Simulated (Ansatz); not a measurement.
CoC (rocksalt type) under strong compression

```yaml
crystal:
  lattice:
    - [0.00000, 2.00173, 2.00173]
    - [2.00173, 0.00000, 2.00173]
    - [2.00173, 2.00173, 0.00000]
  atoms:
    - { symbol: Co, position: [0.00000, 0.00000, 0.00000] }
    - { symbol: C, position: [0.50000, 0.50000, 0.50000] }
```

The cell comes from a relaxation on PAW files under the same functional, begun from a prototype that needn't be the stable phase.

Its volume is scaled at fixed shape and fractional positions.

Level of theory: DFT with PBE, scalar-relativistic, in Ansatz 0.2.0; a Γ-centred 17×17×17 k mesh, Fermi–Dirac smearing of 0.05 eV, spin-polarised from start moments Co1 1.7 μB. LAPW: all electrons, basis error target 1 meV/atom; PAW: frozen-core files, cutoff 420 eV; crystal datasets: all electrons, by PAW datasets that the program makes for each cell; norm-conserving: pseudopotentials, cutoff 1306 eV; PAW (partial waves polarizable): frozen-core files, cutoff 420 eV.

Energies are extrapolated to zero smearing and count from the unscaled cell; pressure is positive in compression; gaps take the mesh and a band path. No temperature or zero-point motion is included.

Other magnetic orders may lie lower.

```tsv
V/V0	V (Å³/atom)	P LAPW (GPa)	ΔE LAPW (eV/atom)	P PAW − LAPW (GPa)	ΔE PAW − LAPW (meV/atom)	moment (μB/cell)
1.00	8.02	0.00	0.000	0.00	0.0	?
0.92	7.38	30.7	0.057	0.05	0.0	0.01
0.84	6.74	78.5	0.269	0.17	0.4	0.00
0.76	6.10	153.7	0.722	0.39	1.5	0.00
0.68	5.45	274.2	1.558	0.59	3.5	0.00
0.60	4.81	473.6	3.021	0.59	6.0	0.00
0.52	4.17	818.4	5.542	-0.48	6.8	0.00
0.45	3.61	1348	9.252	-4.05	0.2	0.00
```

(1) What belongs in the row "1.00", column "moment (μB/cell)"?

(2) From the table, what is the rise of the enthalpy H = E + pV up to the last row, and how stiff is the crystal between the last two rows?

(3) At the smallest volume, how far do crystal datasets and norm-conserving and PAW (partial waves polarizable) lie from LAPW in pressure?

(4) How do the Löwdin populations by LAPW change from the unscaled cell to the last row?

## Answers

(1) 0.22.

(2) ΔH = 9.252 eV + (1348 GPa × 3.61 Å³ + 0.00 GPa × 8.02 Å³) × 0.006242 eV/(GPa·Å³) = 39.62 eV/atom, of which pV makes 77 %. The mean bulk modulus there is −ΔP/Δln V = 3660 GPa.

(3) crystal datasets: 0.00 GPa; norm-conserving: -7.55 GPa; PAW (partial waves polarizable): -4.12 GPa, on a LAPW pressure of 1348 GPa.

(4) Co 3s 1.97 → 1.88, Co 4s 0.46 → 0.40, Co 3d 7.69 → 8.00, C 2s 1.48 → 1.16, C 2p 3.34 → 3.50 electrons an atom. These are projections on the shells that the free atoms fill; 0.08 e a cell lies outside them at the start and 0.10 e at the end.
